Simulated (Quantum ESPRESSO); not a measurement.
**Band energies of C**

```
C
1.0
    1.23263    -2.13364     0.00000
    1.23263     2.13364     0.00000
    0.00000     0.00000     6.82467
C
4
Direct
  0.58335   0.41665   0.75249
  0.41665   0.58335   0.24751
  0.91665   0.08335   0.75249
  0.08335   0.91665   0.24751
```

norm-conserving PBEsol (Quantum ESPRESSO, 82 Ry, scalar-relativistic); path ΓXSRAZΓYX1A1TY,ZT; energies in eV from the Fermi level.

```csv
k (1/Å),point,band 4,band 5,band 6,band 7,band 8,band 9,band 10,band 11
0.00,Γ,-6.67,-2.98,-2.97,-2.96,-2.95,3.94,8.36,8.41
0.85,,-7.65,-6.43,-6.37,-6.14,-4.47,6.01,6.37,6.84
1.70,X,-12.44,-10.62,-10.58,-0.58,-0.23,0.18,0.67,10.18
1.81,,-12.28,-10.40,-10.32,-0.72,-0.68,0.40,1.02,10.26
2.55,S,-13.23,-6.39,-6.39,-2.46,-2.46,1.84,1.84,7.46
2.78,,-13.23,-6.39,-6.39,-2.42,-2.42,1.73,1.73,7.46
3.01,R,-13.24,-6.39,-6.39,-2.37,-2.37,1.63,1.63,7.46
3.75,,-12.31,-10.37,-10.36,-0.55,-0.55,0.51,0.55,10.06
3.86,A,-12.52,-10.60,-10.60,-0.04,-0.01,0.01,0.04,9.99
4.66,,-8.05,-6.71,-6.71,-5.16,-5.07,5.94,5.99,8.71
5.56,Z,-7.64,-2.97,-2.97,-2.97,-2.96,6.37,6.56,8.40
6.02,Γ,-6.67,-2.98,-2.97,-2.96,-2.95,3.94,8.36,8.41
6.41,,-6.19,-4.54,-4.50,-3.78,-3.74,4.45,8.42,8.52
7.30,,-12.02,-6.31,-6.26,-3.63,-2.19,1.78,3.12,7.32
7.49,Y,-13.16,-6.42,-6.37,-2.99,-1.65,0.96,2.44,7.26
8.24,,-12.30,-10.38,-10.33,-1.14,0.13,0.47,0.53,10.31
8.34,X1,-12.44,-10.62,-10.58,-0.58,-0.23,0.18,0.67,10.18
8.80,A1,-12.52,-10.60,-10.60,-0.04,-0.01,0.01,0.04,9.99
9.18,,-12.74,-8.56,-8.56,-1.67,-1.59,1.34,1.38,10.30
9.65,T,-13.24,-6.40,-6.39,-2.41,-2.33,1.60,1.67,7.43
10.11,Y,-13.16,-6.42,-6.37,-2.99,-1.65,0.96,2.44,7.26
10.11,Z,-7.64,-2.97,-2.97,-2.97,-2.96,6.37,6.56,8.40
10.80,,-6.98,-6.18,-6.09,-4.86,-4.85,7.53,7.56,7.80
11.58,T,-13.24,-6.40,-6.39,-2.41,-2.33,1.60,1.67,7.43
```

At this level the gap is closed or nearly so: along the path the highest valence and lowest conduction bands touch, or overlap by less than 0.6 eV, a zero-gap or semimetallic result; the valence top lies at 87 % of the way from Y to X1, the conduction bottom at A, 0.12 eV lower.

Geometry relaxed with PBE+D3(BJ).

This is not the ordinary phase of the substance; no match was found in the copy of COD used, and its stability was not checked.

Letters of k points follow the standard setting of the lattice, whose axes may be ordered differently from the printed cell.
